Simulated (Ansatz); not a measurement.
Hf (hcp, Mg type)

```
CELL_PARAMETERS angstrom
      3.19784     0.00000     0.00000
     -1.59892     2.76941     0.00000
      0.00000     0.00000     5.04744
ATOMIC_POSITIONS crystal
  Hf 0.33333 0.66667 0.75000
  Hf 0.66667 0.33333 0.25000
```

The slice is a (0001) plane (indices of the conventional cell) through the point (0.667, 0.333, 0.250) (fractional), spanned by u = [110] and v = [1 -1 0] in vectors of this cell: u (3.20 Å) and v (5.54 Å, at 90° to u). It covers one period; positions are fractions (u, v).

Level of theory: r2SCAN (plane waves to 500 eV, PAW, scalar-relativistic; Ansatz, a quantum-chemistry and plane-wave program). k mesh 17×17×9. Near the nuclei the fields are pseudised (PAW); where an atom keeps semicore shells as valence, they peak there. Hf is run without spin polarisation. Hf was relaxed with its symmetry unable to fall. Spin-orbit coupling is left out, though Hf is heavy. The PAW data are Ansatz's earlier set.

Three fields on this plane, each scaled to ten steps between its own extremes (0 low, 9 high; the total valence density on a logarithmic scale, the potential cut 8 eV below its top; x marks points blanked near nuclei; v = 0 in the bottom row):

Map A
```
|xxxxx9411149xxxx|
|xxxxx7310137xxxx|
|xxxxx4100014xxxx|
|xxxx620000026xxx|
|x985310000013589|
|6543210000012345|
|4332211111112233|
|3332223444322233|
|33334579x9754333|
|33347xxxxxxx7433|
|3346xxxxxxxxx643|
|3348xxxxxxxxx843|
|2359xxxxxxxxx953|
|224xxxxxxxxxxx42|
|1149xxxxxxxxx941|
|0137xxxxxxxxx731|
|0014xxxxxxxxx410|
|00026xxxxxxx6200|
|00013589x9853100|
|0001234565432100|
|1111223343322111|
|4432223333322234|
|x975433333334579|
|xxxx743333347xxx|
|xxxxx6433346xxxx|
|xxxxx8433348xxxx|
|xxxxx9532359xxxx|
|xxxxxx42224xxxxx|
```

Map B
```
|xxxxx2002002xxxx|
|xxxxx1001001xxxx|
|xxxxx0012100xxxx|
|xxxx000222000xxx|
|x210001232100012|
|1111111111111111|
|4443210000012344|
|8875200000002578|
|99731012x2101379|
|98521xxxxxxx1258|
|8731xxxxxxxxx137|
|6411xxxxxxxxx114|
|4202xxxxxxxxx202|
|210xxxxxxxxxxx01|
|2002xxxxxxxxx200|
|1001xxxxxxxxx100|
|2100xxxxxxxxx001|
|22000xxxxxxx0002|
|32100012x2100012|
|1111111111111111|
|0001234444432100|
|0000257888752000|
|x210137999731012|
|xxxx125898521xxx|
|xxxxx1378731xxxx|
|xxxxx1146411xxxx|
|xxxxx2024202xxxx|
|xxxxxx01210xxxxx|
```

Map C
```
|xxxxx0056500xxxx|
|xxxxx0256520xxxx|
|xxxxx0367630xxxx|
|xxxx025777520xxx|
|x000246787642000|
|1124566777665421|
|6666655444556666|
|9887531000135788|
|99863000x0003689|
|99730xxxxxxx0379|
|9850xxxxxxxxx058|
|7630xxxxxxxxx036|
|6510xxxxxxxxx015|
|640xxxxxxxxxxx04|
|6500xxxxxxxxx005|
|6520xxxxxxxxx025|
|7630xxxxxxxxx036|
|77520xxxxxxx0257|
|87642000x0002467|
|7766542111245667|
|4455666666666554|
|0013578898875310|
|x000368999863000|
|xxxx037999730xxx|
|xxxxx0589850xxxx|
|xxxxx0367630xxxx|
|xxxxx0156510xxxx|
|xxxxxx04640xxxxx|
```

Question: Assign the maps to these fields: electron localisation function (ELF); valence electron density; electrostatic potential energy of an electron, from the cell's mean.

Answer: A is the valence electron density; B is the electron localisation function (ELF); C is the electrostatic potential energy of an electron, from the cell's mean.
